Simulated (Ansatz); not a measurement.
Cr:
```yaml
crystal:
  lattice:
    - [2.86579, 0.00000, 0.00000]
    - [0.00000, 2.86579, 0.00000]
    - [0.00000, 0.00000, 2.86579]
  atoms:
    - { symbol: Cr, position: [0.00000, 0.00000, 0.00000], spin: 1.1 }
    - { symbol: Cr, position: [0.50000, 0.50000, 0.50000], spin: -1.1 }
```

Relaxed with PBE. Special points in fractions of this cell's reciprocal vectors: Γ (0.000, 0.000, 0.000); X (0.000, 0.500, 0.000); M (0.500, 0.500, 0.000); R (0.500, 0.500, 0.500).

Q: List the band energies nearest the Fermi level at these points for plane-wave PAW PBE (Ansatz code).

A: In eV from the Fermi level; about four levels below and three above (degenerate sets whole), none deeper than 8.9 eV; points with the same levels are listed once.

| k | below | above |
|---|---|---|
| Γ ↑ | -4.15 -4.15 -0.86 -0.86 -0.86 | 1.27 1.27 2.63 2.63 2.63 |
| X ↑ | -2.01 -1.29 -0.77 -0.77 | 0.21 0.21 0.25 |
| M ↑ | -4.37 -4.24 -2.34 -2.34 | 1.08 1.08 1.14 |
| R ↑ | -2.54 -2.54 -2.54 -1.87 -1.87 -1.87 | 1.22 1.22 2.08 2.08 |

Space group Im-3m (bcc (W type)). Symmetry was held in the PBE relaxation, as lowered by the spin order. Magnetic state: antiferromagnetic, chosen from 3 collinear starts compared on coarse meshes (ties went to the first, and starts can fall back to one state), not a proven ground state. Textbook magnetic order: a spin-density-wave antiferromagnet. Point labels and valley counts follow the cell and symmetry of the run, lower than the named group.

Potentials: the earlier of the program's two PAW sets.
